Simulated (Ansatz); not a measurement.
Fields on a plane of LiCl (rock salt)

```
LiCl
1.0
    0.00000     2.57520     2.57520
    2.57520     0.00000     2.57520
    2.57520     2.57520     0.00000
Cl Li
1 1
Direct
  0.00000   0.00000   0.00000
  0.50000   0.50000   0.50000
```

The slice is a {110} plane (indices of the conventional cell) through the point (0.500, 0.500, 0.500) (fractional), spanned by u = [100] and v = [1 -1 -1] in vectors of this cell: u (3.64 Å) and v (5.15 Å, at 90° to u). It covers one period; positions are fractions (u, v).

Atoms on it: Cl at (0.00, 0.50); Li at (0.00, 0.00).

The numbers are results of PBE (plane waves to 420 eV, PAW, scalar-relativistic; Ansatz, a first-principles code), not measurements. k mesh 11×11×11. Inside the PAW spheres the values are not all-electron values, and peaks at nuclei hang on which shells count as valence. LiCl was relaxed with its symmetry unable to fall.

```
|xxxxxxxxxx--**%%@@@@%%**--xxxxxxxx|
|xxxxxxxxxx==**%%@@@@%%**==xxxxxxxx|
|xxxxxxxx::++##%%@@@@%%##++::xxxxxx|
|xxxxxx::++##%%@@@@@@@@%%##++::xxxx|
|::::==++##%%@@@@@@@@@@@@%%##++==::|
|====++**%%%%@@@@@@@@@@@@%%%%**++==|
|    --++##@@@@@@@@@@@@@@@@##++--  |
|xxxxxx..++%%@@@@@@@@@@@@%%++..xxxx|
|xxxxxxxx..**%%@@@@@@@@%%**..xxxxxx|
|xxxxxxxxxx==##@@@@@@@@##==xxxxxxxx|
|xxxxxxxxxx::##%%@@@@%%##::xxxxxxxx|
|xxxxxxxxxx..**%%@@@@%%**..xxxxxxxx|
|xxxxxxxxxx::##%%@@@@%%##::xxxxxxxx|
|xxxxxxxxxx==##@@@@@@@@##==xxxxxxxx|
|xxxxxxxx..**%%@@@@@@@@%%**..xxxxxx|
|xxxxxx..++%%@@@@@@@@@@@@%%++..xxxx|
|    --++##@@@@@@@@@@@@@@@@##++--  |
|====++**%%%%@@@@@@@@@@@@%%%%**++==|
|::::==++##%%@@@@@@@@@@@@%%##++==::|
|xxxxxx::++##%%@@@@@@@@%%##++::xxxx|
|xxxxxxxx::++##%%@@@@%%##++::xxxxxx|
|xxxxxxxxxx==**%%@@@@%%**==xxxxxxxx|
|xxxxxxxxxx--**%%@@@@%%**--xxxxxxxx|
|xxxxxxxxxx::**%%%%%%%%**::xxxxxxxx|
```
Scale: ten equal steps from 0.83 (start of ' ') to 6.07 (end of '@'), in the order ' .:-=+*#%@'. Values: electrostatic potential energy of an electron, from the cell's mean, in eV. The map has 17 points along u (two characters each, u = 0 at the left) and 24 along v (v = 0 in the bottom row). Points within 1 Å of a nucleus are blanked (x), as the pseudised field means little there. The zero, the cell's mean, hangs on the PAW cores.

```
|xxx            xx|
|xx:            :x|
|                 |
|                 |
|--:.          .:-|
|%%#+-.      .-+#%|
|@@@%*-.    .-*%@@|
|@@@@%*-    -*%@@@|
|@@@@@#=.  .=#@@@@|
|xx@@@%*:  :*%@@@x|
|xxx@@@#:  :#@@@xx|
|xxx@@@#:  :#@@@xx|
|xxx@@@#:  :#@@@xx|
|xx@@@%*:  :*%@@@x|
|@@@@@#=.  .=#@@@@|
|@@@@%*-    -*%@@@|
|@@@%*-.    .-*%@@|
|%%#+-.      .-+#%|
|--:.          .:-|
|                 |
|                 |
|xx:            :x|
|xxx            xx|
|xxx.          .xx|
```
Scale: ten equal steps from 0.00 (start of ' ') to 0.88 (end of '@'), in the order ' .:-=+*#%@'. Values: electron localisation function (ELF). The map has 17 points along u (one character each, u = 0 at the left) and 24 along v (v = 0 in the bottom row). Points within 0.5 Å of a nucleus are blanked (x), as the pseudised field means little there.
